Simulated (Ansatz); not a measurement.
# TaTe in the zincblende structure

Level of theory: DFT, PBE, scalar-relativistic, collinear spin; plane waves to 420 eV with PAW datasets (Ansatz 0.2.0), 10×10×10 k-mesh, Gaussian smearing of 0.05 eV; PAW files: Ansatz's generated set soft_2.

```xyz
2
Lattice="0.0000 3.1599 3.1599 3.1599 0.0000 3.1599 3.1599 3.1599 0.0000" Properties=species:S:1:pos:R:3 pbc="T T T"
Ta    0.0000    0.0000    0.0000
Te    1.5800    1.5800    1.5800
```

The start was a prototype's sites filled with these elements, not a measured cell.

Magnetic state: ferromagnetic, site spin moments Ta 1.26 μB.

The run above is the reference. The same cell was run again with other input settings; several of them aren't fit for production, so the rows show the settings' effect and aren't properties of the material.

```tsv
keys changed	outcome	ΔE (meV/atom)	P (GPa)	gap on the mesh (eV)	cell moment (μB)	largest force component (eV/Å)	SCF iterations	rough core-seconds	new warnings
none (reference)	converged	0.0	0.0	metal	2.07	0.000	–	–	–
accuracy: "high"; scf.occupations.method: "gaussian" → "cold"; hamiltonian.pseudopotentials: {"kind": "nc"}	converged	–	-13.7	metal	2.29	0.000	15	50	cutoff below recommended
hamiltonian.xc: "pbe" → "pbesol"	converged	–	-2.9	metal	2.03	0.000	11	25	–
kpoints.mp_grid.grid: [10, 10, 10] → [12, 12, 12]	converged	0.7	0.2	metal	2.14	0.000	11	40	–
basis.ecutwfc: 420 → "22.0 Ry"	converged	38.3	0.0	metal	2.07	0.000	10	15	cutoff below recommended
hamiltonian.xc: "pbe" → "revpbe"; hamiltonian.dispersion: "d3bjatm"	converged	–	-2.4	metal	2.26	0.000	11	30	–
accuracy: "low"	converged	0.0	0.0	metal	2.07	0.000	11	24	–
scf.convergence.dr2_threshold: 1e-06; scf.mixing.algorithm: "anderson"; scf.mixing.beta: 0.5	converged	0.0	0.0	metal	2.07	0.000	14	40	force scf threshold loose; stress scf threshold loose
```

ΔE is the energy with the smearing extrapolated to zero. It is left out where the change alters the Hamiltonian or the spin treatment. The varied runs start from atomic densities (corrected by the program's trained start where that serves), with the default search for lower states unless a row changes it, while the reference went on from a saved state, so a magnet may end in another state whatever the setting.

Problem. What happens with these changes: scf.mixing.algorithm: "broyden"; scf.mixing.beta: 0.1; hamiltonian.xc: "pbe" → "pbesol"; basis.ecutwfc: 420 → "200 eV"?

Solution. outcome converged, P (GPa) -4.6, gap on the mesh (eV) metal, cell moment (μB) 2.05, largest force component (eV/Å) 0.000, SCF iterations 26, rough core-seconds 19, new warnings cutoff below recommended.

Problem. What happens with these changes: kpoints.mp_grid.grid: [10, 10, 10] → [15, 15, 15]; scf.n_extra_bands: 1?

Solution. outcome converged, ΔE (meV/atom) 0.7, P (GPa) 0.1, gap on the mesh (eV) metal, cell moment (μB) 2.09, largest force component (eV/Å) 0.000, SCF iterations 10, rough core-seconds 70, new warnings moment headroom below auto.

Other pseudopotential files need their own cutoff; where it is too low, pressure and moments show the cutoff and not the files.

The pair part of a dispersion correction pulls inward (a three-body part mostly pushes out), and in metals and ionic crystals with large ions it often overbinds.

Of the reference: Spin–orbit coupling, which matters for such heavy elements, is left out. The run wasn't fully tested for a lower electronic state. Site moments are of spin, integrated over atomic spheres. The moments were started parallel, and the real magnetic order may be another.
